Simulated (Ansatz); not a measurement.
Space group Pm-3m (No. 221). a = 3.504 Å, b = 3.504 Å, c = 3.504 Å, α = 90.00°, β = 90.00°, γ = 90.00°
```tsv
atom	site	symmetry	x	y	z
Mn	1a	m-3m	0.0000	0.0000	0.0000
Ni	3c	4/mm.m	0.0000	0.5000	0.5000
```

Equation of state of this MnNi3 structure (not necessarily the ground state), with shape and atoms relaxed at each volume where symmetry leaves them free. It has no gap at any of these volumes. Method: Ansatz, DFT PBEsol, scalar-relativistic, plane waves, PAW.

Cutoff 420 eV; k points 12×12×12 on the computed 4-atom cell (Γ-centred); Gaussian smearing, width 0.10 eV; collinear spin.

| V (Å³/atom) | E − E(largest V) (meV/atom) | P (GPa) |
| --- | --- | --- |
| 9.469 | 72.05 | 36.00 |
| 9.791 | 11.29 | 24.50 |
| 10.114 | -28.30 | 14.85 |
| 10.437 | -50.09 | 6.77 |
| 10.760 | -56.92 | 0.00 |
| 11.083 | -51.18 | -5.67 |
| 11.405 | -34.94 | -10.39 |
| 11.836 | 0.00 | -15.46 |

Problem. Fit a third-order Birch–Murnaghan equation to E(V).

Solution. V0 = 10.76 Å³/atom, B0 = 206 GPa, B0' = 4.9.

Only parallel moments were tried here.